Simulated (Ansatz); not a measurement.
Si6BAs:
```
CELL_PARAMETERS angstrom
     -2.63177     2.63177     5.25363
      2.63177    -2.63177     5.25363
      2.63177     2.63177    -5.25363
ATOMIC_POSITIONS crystal
  B  0.00000 0.00000 0.00000
  Si 0.33595 0.33595 0.43626
  Si 0.75000 0.25000 0.50000
  Si 0.10032 0.66405 0.00000
  Si 0.25000 0.75000 0.50000
  Si 0.66405 0.10032 0.00000
  As 0.50000 0.50000 0.00000
  Si 0.89968 0.89968 0.56374
```

Relaxed with r²SCAN.

Q: Map the electron localisation function on the plane through (0.000, 0.000, 0.000) spanned by u = [1, 1, 0] and v = [1, -1, 0] in lattice vectors, from DFT-r²SCAN in the program Ansatz with PAW potentials.

A: x is the fraction of u, y of v (the angle between them is 90°; rows are the nearest grid lines); atoms in the plane: B at (0.00, 0.00), B at (0.50, 0.50), Si at (0.38, 0.72), Si at (0.88, 0.22), Si at (0.38, 0.28), Si at (0.88, 0.78), As at (0.00, 0.50), As at (0.50, 0.00).
```
|0047753100000035663003665300000013577400|
|2256642000000136775225664200000124789852|
|6555431000000136887555653100001235799986|
|8643110000112346899865431000124443589998|
|8531000000133446899864310000135542358998|
|5310000001356422467731000001246643653565|
|4210000012466435435620000000245642235664|
|6320000002466435547731000000135543357876|
|7653200001345434799953210000012334689987|
|7655310000234446899964321000001124689887|
|3356641000011257999735653100000013677643|
|0036652000000135775004765310000003566300|
|0036652000000135775004765310000003566300|
|3356641000011257999735653100000013677643|
|7655310000234446899964321000001124689887|
|7653200001345434799953210000012334689987|
|6320000002466435547731000000135543357876|
|4210000012466435435620000000245642235664|
|5310000001356422467731000001246643653565|
|8531000000133446899864310000135542358998|
|8643110000112346899865431000124443589998|
|6555431000000136887555653100001235799986|
|2256642000000136775225664200000124789852|
|0047753100000035663003665300000013577400|
```
Scale: ten equal steps from 0.000 (start of '0') to 0.948 (end of '9'), in the order '0123456789'; x runs from 0.000 to 1.00, y from 0.000 (bottom) to 1.00 (top).

The density is the valence pseudo-density with augmentation charge, so density and ELF within about 1 Å of a nucleus are not all-electron values.

Space group I-42m. The start of the workflow was typed in or built on a structure type; neither database checked (COD, Materials Project) lists it. Its standing as an ambient phase is unchecked. The r²SCAN relaxation kept the symmetry of its start; its stability against distortions is not shown here.

Potentials: the earlier of the program's two PAW sets.
